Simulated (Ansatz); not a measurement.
Eigenvalues along a path: LaSb

```yaml
crystal:
  lattice:
    - [0.00000, 3.24500, 3.24500]
    - [3.24500, 0.00000, 3.24500]
    - [3.24500, 3.24500, 0.00000]
  atoms:
    - { symbol: La, position: [0.00000, 0.00000, 0.00000] }
    - { symbol: Sb, position: [0.50000, 0.50000, 0.50000] }
```

The base volume is that of a database entry, with shape and atoms relaxed on PAW files at held volume, so it needn't be at zero pressure; the structure needn't be the stable phase, at rest or compressed.

Computed with Ansatz 0.2.0; functional LDA, scalar-relativistic. Settings: a Γ-centred 10×10×10 k mesh, Fermi–Dirac smearing of 0.05 eV, no spin polarisation. Methods: LAPW: all electrons, basis error target 1 meV/atom.

Spin–orbit coupling is left out, which matters for the heavy atoms.

Path points, in fractions of the reciprocal vectors: Γ (0.000, 0.000, 0.000), X (0.500, 0.000, 0.500), U (0.625, 0.250, 0.625), K (0.375, 0.375, 0.750), L (0.500, 0.500, 0.500), W (0.500, 0.250, 0.750). The distance column jumps between branches of the path. Levels in eV from the Fermi level; bands 20 to 30, counted from the lowest band of the run. The gap is zero, the pressure -2.29 GPa.

```
# k(1/Å) point b20 b21 b22 b23 b24 b25 b26 b27 b28 b29 b30
0.000 Γ -16.08 -16.08 -16.08 -9.00 0.20 0.20 0.20 1.27 1.27 1.27 1.85
0.138 - -16.10 -16.09 -16.09 -8.93 -0.36 0.07 0.07 1.12 1.44 1.44 1.92
0.277 - -16.14 -16.10 -16.10 -8.74 -1.25 -0.13 -0.13 0.81 1.73 1.73 2.01
0.415 - -16.19 -16.12 -16.12 -8.53 -1.91 -0.28 -0.28 0.47 1.93 1.93 2.01
0.553 - -16.25 -16.14 -16.14 -8.39 -2.15 -0.33 -0.33 0.17 2.01 2.02 2.02
0.692 - -16.29 -16.16 -16.16 -8.37 -2.00 -0.32 -0.32 -0.06 2.01 2.05 2.06
0.830 - -16.32 -16.18 -16.18 -8.42 -1.65 -0.28 -0.28 -0.21 2.02 2.05 2.08
0.968 X -16.33 -16.18 -16.18 -8.44 -1.46 -0.26 -0.26 -0.26 2.02 2.05 2.09
1.017 - -16.33 -16.18 -16.18 -8.43 -1.46 -0.45 -0.29 -0.08 2.02 2.05 2.09
1.066 - -16.33 -16.19 -16.18 -8.41 -1.46 -0.66 -0.35 0.09 2.01 2.04 2.09
1.115 - -16.32 -16.20 -16.17 -8.38 -1.46 -0.89 -0.45 0.26 2.01 2.04 2.09
1.164 - -16.32 -16.21 -16.17 -8.34 -1.46 -1.12 -0.58 0.43 2.00 2.03 2.09
1.213 - -16.31 -16.23 -16.16 -8.29 -1.46 -1.37 -0.71 0.61 2.00 2.02 2.08
1.262 - -16.30 -16.25 -16.15 -8.23 -1.60 -1.46 -0.85 0.80 1.99 2.01 2.08
1.310 U -16.29 -16.26 -16.15 -8.17 -1.83 -1.45 -0.99 1.00 1.98 1.99 2.08
1.903 K -16.29 -16.26 -16.15 -8.17 -1.83 -1.45 -0.99 1.00 1.98 1.99 2.08
2.050 - -16.31 -16.25 -16.12 -8.02 -2.39 -1.39 -1.31 1.57 1.91 1.93 2.07
2.197 - -16.32 -16.21 -16.09 -7.98 -2.62 -1.47 -1.26 1.80 1.86 1.88 2.06
2.343 - -16.30 -16.17 -16.08 -8.12 -2.45 -1.41 -1.04 1.65 1.74 1.96 2.05
2.490 - -16.24 -16.13 -16.07 -8.40 -1.92 -1.14 -0.72 1.48 1.59 1.92 2.05
2.637 - -16.17 -16.10 -16.08 -8.70 -1.13 -0.67 -0.33 1.34 1.42 1.73 2.04
2.783 - -16.11 -16.09 -16.08 -8.92 -0.28 -0.12 0.04 1.27 1.31 1.44 1.93
2.930 Γ -16.08 -16.08 -16.08 -9.00 0.20 0.20 0.20 1.27 1.27 1.27 1.85
3.050 - -16.10 -16.08 -16.08 -8.95 -0.11 0.01 0.01 1.29 1.33 1.33 1.91
3.170 - -16.15 -16.08 -16.08 -8.79 -0.76 -0.38 -0.38 1.31 1.48 1.48 2.02
3.289 - -16.22 -16.08 -16.08 -8.55 -1.49 -0.79 -0.79 1.34 1.66 1.66 2.10
3.409 - -16.30 -16.09 -16.09 -8.27 -2.16 -1.14 -1.14 1.44 1.81 1.81 2.12
3.529 - -16.37 -16.09 -16.09 -7.99 -2.72 -1.41 -1.41 1.57 1.90 1.90 2.13
3.649 - -16.41 -16.09 -16.09 -7.78 -3.09 -1.57 -1.57 1.70 1.95 1.95 2.14
3.769 L -16.43 -16.09 -16.09 -7.70 -3.22 -1.62 -1.62 1.75 1.96 1.96 2.14
3.866 - -16.42 -16.10 -16.09 -7.72 -3.17 -1.61 -1.60 1.75 1.94 1.96 2.13
3.964 - -16.41 -16.12 -16.10 -7.79 -3.01 -1.56 -1.54 1.73 1.91 1.96 2.12
4.062 - -16.38 -16.15 -16.11 -7.88 -2.77 -1.50 -1.44 1.71 1.84 1.98 2.10
4.160 - -16.35 -16.19 -16.13 -7.98 -2.48 -1.44 -1.34 1.68 1.75 2.01 2.08
4.258 - -16.31 -16.23 -16.15 -8.07 -2.17 -1.39 -1.29 1.66 1.69 2.03 2.07
4.355 - -16.28 -16.25 -16.18 -8.13 -1.89 -1.37 -1.31 1.65 1.66 2.05 2.06
4.453 W -16.26 -16.26 -16.19 -8.15 -1.75 -1.36 -1.36 1.65 1.65 2.06 2.06
4.522 - -16.27 -16.24 -16.19 -8.17 -1.69 -1.41 -1.29 1.46 1.79 2.06 2.07
4.591 - -16.29 -16.22 -16.19 -8.21 -1.52 -1.44 -1.19 1.21 1.89 2.05 2.07
4.661 - -16.30 -16.21 -16.19 -8.27 -1.45 -1.26 -1.07 0.92 1.95 2.04 2.08
4.730 - -16.31 -16.20 -16.19 -8.33 -1.46 -0.94 -0.91 0.61 1.99 2.04 2.09
4.799 - -16.32 -16.19 -16.18 -8.39 -1.46 -0.72 -0.61 0.31 2.01 2.04 2.09
4.868 - -16.33 -16.18 -16.18 -8.43 -1.46 -0.51 -0.36 0.01 2.02 2.04 2.09
4.937 X -16.33 -16.18 -16.18 -8.44 -1.46 -0.26 -0.26 -0.26 2.02 2.05 2.09
```
